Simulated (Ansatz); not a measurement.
BN:
```xyz
8
Lattice="2.5061 0.0000 0.0000 -1.2530 2.1703 0.0000 0.0000 0.0000 13.7657" Properties=species:S:1:pos:R:3 pbc="T T T"
B      0.0000     1.4469     1.6562
B      1.2530     0.7234     8.5390
B      1.2530     0.7234    12.1095
B      0.0000     1.4469     5.2266
N      0.0000     1.4469     8.5402
N      1.2530     0.7234     1.6574
N      1.2530     0.7234     5.2254
N      0.0000     1.4469    12.1083
```

Tensor components refer to the Cartesian frame of this cell.

Problem. Give the high-frequency dielectric tensor and the Born effective charge tensors of the independent atoms from DFPT, the program Ansatz at the PBE+D3(BJ) level (PAW).

Solution. 
ε∞:
```
4.65  0.00  0.00
0.00  4.65  0.00
0.00  0.00  2.49
```
Z* of atom 1 (B), rows: field, columns: displacement, in e:
```
2.72  0.00  0.00
0.00  2.72  0.00
0.00  0.00  0.66
```
Z* of atom 5 (N), rows: field, columns: displacement, in e:
```
-2.72   0.00   0.00
 0.00  -2.72   0.00
 0.00   0.00  -0.66
```

Static charges for comparison (Bader): B1 +2.22, N5 -2.22 e. Born charges measure polarisation by displacement and can exceed these by far.

Space group P6_3/mmc. The cell is a constructed one: a structure type filled with these elements. Its sites differ from those of the usual phase in this space group: another stacking or structure type. Symmetry was held in the PBE+D3(BJ) relaxation; phonons on a q-mesh show weakly imaginary modes. The volume moved by 57 % from the start of the relaxation.

Potentials: the later of the program's two PAW sets.
